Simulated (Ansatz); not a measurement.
**BaZnPF — 135Ba NMR of the central transition**

Cell: an entry of the Crystallography Open Database (COD), its atoms then relaxed with PBE in this cell.

```cif
data_BaZnPF
_symmetry_space_group_name_H-M 'P4/nmm:1'
_symmetry_Int_Tables_number 129
_cell_length_a 4.1563
_cell_length_b 4.1563
_cell_length_c 9.4574
_cell_angle_alpha 90.000
_cell_angle_beta 90.000
_cell_angle_gamma 90.000
loop_
_atom_site_label
_atom_site_type_symbol
_atom_site_symmetry_multiplicity
_atom_site_Wyckoff_symbol
_atom_site_fract_x
_atom_site_fract_y
_atom_site_fract_z
Ba Ba 2 c 0.5000 0.0000 0.3304
Zn Zn 2 a 0.5000 0.5000 0.0000
P P 2 c 0.0000 0.5000 0.1492
F F 2 b 0.5000 0.5000 0.5000
```

One atom of each set is listed.

The numbers come from a DFT calculation in Ansatz (r2SCAN, plane waves and PAW, scalar-relativistic, 500 eV cutoff, Γ-centred 8×8×4 k-points, Fermi–Dirac smearing 0.05 eV).

135Ba has I = 3/2 and Q = 153.0 mb (Pyykkö 2018); at 16.4 T its Larmor frequency is ν₀ = 69.8 MHz (from the bare nuclear moment; shielding lowers the observed one by a per cent or two). Only the quadrupole interaction is simulated: positions count from each site's isotropic chemical shift, and J coupling is left out, as are shift anisotropy and dipolar coupling, which fast spinning averages.

Simulated pattern of one Ba site (fast magic-angle spinning, Gaussian broadening 0.09 kHz):

```tsv
offset (kHz)	height
-5.011	0
-4.893	0
-4.775	3
-4.658	4
-4.540	4
-4.422	4
-4.305	4
-4.187	5
-4.069	5
-3.952	5
-3.834	5
-3.716	5
-3.598	5
-3.481	5
-3.363	5
-3.245	6
-3.128	7
-3.010	70
-2.892	68
-2.775	47
-2.657	40
-2.539	35
-2.421	34
-2.304	32
-2.186	32
-2.068	31
-1.951	31
-1.833	31
-1.715	32
-1.598	33
-1.480	34
-1.362	36
-1.245	38
-1.127	42
-1.009	48
-0.891	60
-0.774	100
-0.656	66
-0.538	0
-0.421	0
```

(1) Which |C_Q| and η does the pattern imply?

Answers

(1) The pattern spans 4.12 kHz before broadening and its centre of gravity is at -1.92 kHz, which fixes P_Q; the places of the horns and steps fix η. That gives P_Q = 2.32 MHz, |C_Q| = 2.32 MHz and η = 0.00. The sign of C_Q can't be read from the pattern.

An axis of threefold or higher order runs through Ba, so V_zz lies along it and η is zero.

Without spin–orbit coupling (the program notes it for Ba) the gradients can shift somewhat, as the gap is small. With a gap of 0.7 eV on this mesh, small gradients can still move by 0.1 × 10²¹ V/m² or more as the k-mesh gets denser.

The run took 70 s of wall time (70 s of CPU time) and 0.9 GiB at its peak, on 1 thread of Arm Neoverse V1 (aarch64; 8 cores open to the job, memory cap 3.0 GiB, no GPU), a shared host with a load of 0.7 a core.
